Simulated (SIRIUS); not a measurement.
SIRIUS run on TaN (P1, 12 atoms in the cell; from Materials Project mp-1279, changed as shown): self-consistent single point.

Level of theory: LDA (PW92), GBRV LDA ultrasoft pseudopotentials (plane waves; SIRIUS).

The change in words: atoms moved at random. Reference geometry (P-62m):
```
CELL_PARAMETERS angstrom
      5.31632     0.00000     0.00000
      0.00000     9.20813     0.00000
      0.00000     0.00000     2.97508
ATOMIC_POSITIONS crystal
  Ta 0.00000 0.00000 0.00000
  Ta 0.00000 0.33333 0.50000
  Ta 0.50000 0.16667 0.50000
  Ta 0.50000 0.50000 0.00000
  Ta 0.50000 0.83333 0.50000
  Ta 0.00000 0.66667 0.50000
  N  0.39239 0.00000 0.00000
  N  0.30380 0.30380 0.00000
  N  0.80380 0.19620 0.00000
  N  0.89239 0.50000 0.00000
  N  0.80380 0.80380 0.00000
  N  0.30380 0.69620 0.00000
```

Reference input (self-consistent single point, DFT, LDA (PW92), plane waves, GBRV LDA ultrasoft pseudopotentials): parameters.ngridk = 4 2 6; parameters.xc_functionals = [XC_LDA_X, XC_LDA_C_PW]; parameters.gk_cutoff = 6.325 1/bohr; parameters.pw_cutoff = 14.143 1/bohr; parameters.smearing = fermi_dirac; parameters.smearing_width = 0.00367493 Ha; potentials = GBRV LDA ultrasoft pseudopotentials; parameters.electronic_structure_method = pseudopotential; parameters.num_bands = 65; parameters.num_mag_dims = 0; parameters.num_dft_iter = 100; parameters.energy_tol = 1e-07 Ha. This run's input differs from it in these lines:

```diff
@@ -45,16 +45,16 @@
       "Ta": [
-        [0.0, 0.0, 0.0],
-        [0.0, 0.333333, 0.5],
-        [0.5, 0.166667, 0.5],
-        [0.5, 0.5, 0.0],
-        [0.5, 0.833333, 0.5],
-        [0.0, 0.666667, 0.5]
+        [-0.001588, 0.009147, 0.011796],
+        [0.007052, 0.333143, 0.483614],
+        [0.492736, 0.167728, 0.514572],
+        [0.489595, 0.493777, -0.022076],
+        [0.505933, 0.832163, 0.50155],
+        [0.001193, 0.671391, 0.522575]
       ],
       "N": [
-        [0.39239, 0.0, 0.0],
-        [0.303805, 0.303805, 0.0],
-        [0.803805, 0.196195, 0.0],
-        [0.89239, 0.5, 0.0],
-        [0.803805, 0.803805, 0.0],
-        [0.303805, 0.696195, 0.0]
+        [0.397693, 0.00025, -0.02671],
+        [0.294722, 0.306568, -0.007346],
+        [0.797998, 0.193804, 0.004008],
+        [0.903447, 0.493928, 0.016756],
+        [0.805022, 0.804981, -0.004018],
+        [0.306195, 0.693121, 0.005279]
       ]
```

Output (repeated stretches shortened):

```
[find] density tolerance         : 1e-06
[find] total energy tolerance    : 1e-07
[find] iter_solver_tol (initial) : 0.01
[find] iter_solver_tol (target)  : 1e-13
[find] num_dft_iter              : 100
Charges and magnetic moments
--------------------------------------------------------------------------------
total charge          : 108.000000
[find] | SCF iteration   0 out of 100|
[diagonalize] iterative solver tolerance (occupied, empty): 0.01 0.01
[diagonalize] average number of iterations: 2
[find] Charges and magnetic moments
[find] total charge          : 108.000000
[find] Energy
   [... lines left out ...]

[find] Charges and magnetic moments
[find] total charge          : 108.000000
[find] Energy
[find] smearing (-TS)                 :      -0.00213344
[find] Total energy                   :    -486.81678455 (Ha),    -973.63356909 (Ry)
[find] Free energy (E-TS)             :    -486.81891799 (Ha),    -973.63783598 (Ry)
[find] band gap (eV)                  :       0.00000000
[find] Efermi                         :       0.65672056
[find] iteration : 24, RMS (target) : 8.2901e-07 (1.0000e-06) , energy difference (target) : 3.9111e-09 (1.0000e-07)
[find] bands are converged : false
[find] iterative solver converged : false
[find] converged after 25 SCF iterations!
[find] Charges and magnetic moments
[find] total charge          : 108.000000
[find] Energy
[find] smearing (-TS)                 :      -0.00213344
[find] Total energy                   :    -486.81678455 (Ha),    -973.63356909 (Ry)
[find] Free energy (E-TS)             :    -486.81891799 (Ha),    -973.63783598 (Ry)
[find] band gap (eV)                  :       0.00000000
[find] Efermi                         :       0.65672056
[ground_state] === stress tensor components [kbar] ===
[ground_state] === stress_total ===
[ground_state]   269.972768    9.094193    0.012082
[ground_state]     9.094193  256.329652    2.305091
[ground_state]     0.012082    2.305091  298.373441
[ground_state] ==== total Forces in Ha/bohr =====
   [... lines left out ...]
[ground_state] atom:    7, force:       0.0103930     -0.0169795     -0.0012937
[ground_state] atom:    8, force:      -0.0005937      0.0145710      0.0004379
[ground_state] atom:    9, force:      -0.0254512      0.0198326     -0.0168010
[ground_state] atom:   10, force:       0.0065825      0.0116424      0.0122154
[ground_state] atom:   11, force:       0.0011712      0.0032016     -0.0011644
```

The run converged in 25 iterations. SIRIUS prints the stress tensor with tension positive. Against the reference run the free energy rises by 43.7 meV/atom, the pressure goes from -29.10 to -27.49 GPa and the largest force goes from 0.251 to 2.101 eV/Å.

Forces above 1 eV/Å remain at this geometry. The structure comes from a collection of computed structures, made at another level of theory; the collection holds predicted forms beside known ones. Its lattice was then scaled. No clean gap shows at this smearing width and mesh (spacing up to 0.35 Å⁻¹); the mesh is coarse for partly filled bands, so the values carry mesh errors. At this pressure the cell is far from its equilibrium volume at this level.

Cost on one core: around 2.4 core-minutes (rough).
